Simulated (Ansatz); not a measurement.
## Data sheet: La5Ge3O (DFT)

La₅Ge₃O:
```cif
data_Ge6La10O2
_chemical_formula_sum 'La10 Ge6 O2'
_space_group_name_H-M_alt 'P 1'
_space_group_IT_number 1
_cell_length_a 8.99206
_cell_length_b 8.99206
_cell_length_c 6.74620
_cell_angle_alpha 90.000
_cell_angle_beta 90.000
_cell_angle_gamma 120.000
loop_
_space_group_symop_operation_xyz
  'x, y, z'
loop_
_atom_site_label
_atom_site_type_symbol
_atom_site_fract_x
_atom_site_fract_y
_atom_site_fract_z
_atom_site_occupancy
La1 La 0.00000 0.77108 0.25000 1
La2 La 0.00000 0.22892 0.75000 1
La3 La 0.22892 0.00000 0.75000 1
La4 La 0.77108 0.00000 0.25000 1
La5 La 0.22892 0.22892 0.25000 1
La6 La 0.77108 0.77108 0.75000 1
La7 La 0.66667 0.33333 0.00000 1
La8 La 0.33333 0.66667 0.00000 1
La9 La 0.33333 0.66667 0.50000 1
La10 La 0.66667 0.33333 0.50000 1
Ge1 Ge 0.00000 0.39765 0.25000 1
Ge2 Ge 0.00000 0.60235 0.75000 1
Ge3 Ge 0.60235 0.00000 0.75000 1
Ge4 Ge 0.39765 0.00000 0.25000 1
Ge5 Ge 0.60235 0.60235 0.25000 1
Ge6 Ge 0.39765 0.39765 0.75000 1
O1 O 0.00000 0.00000 0.00000 1
O2 O 0.00000 0.00000 0.50000 1
```

Space group P6_3/mcm (No. 193); conventional cell a = 8.992 Å, b = 8.992 Å, c = 6.746 Å, α = 90.00°, β = 90.00°, γ = 120.00°.

Method: r²SCAN in the plane-wave PAW code Ansatz. Structure relaxed to zero pressure with the same functional. Other levels are named where they apply.

Cell and energy:

- Volume per atom = 26.24 Å³
- Density = 6.53 g/cm³
- Formation energy from the elements (no fitted shifts) = -1.40 eV/atom

Electronic structure:

- Electronic character: metallic (no gap)
- Density of states at the Fermi level: 0.50 states/eV per atom (mean over ±0.08 eV)

The first step of the workflow began from a Materials Project structure, measured or hypothetical; the Crystallography Open Database copy checked does not list it. Whether it is the stable phase at ambient conditions was not checked. Symmetry was held in the r²SCAN relaxation; whether a distortion lowers the energy is not shown. The references are the lowest solids computed at this level, not always the standard phases (solids in place of the gases). Spin–orbit coupling is left out wherever it is not named.

Potentials: the later of the program's two PAW sets.
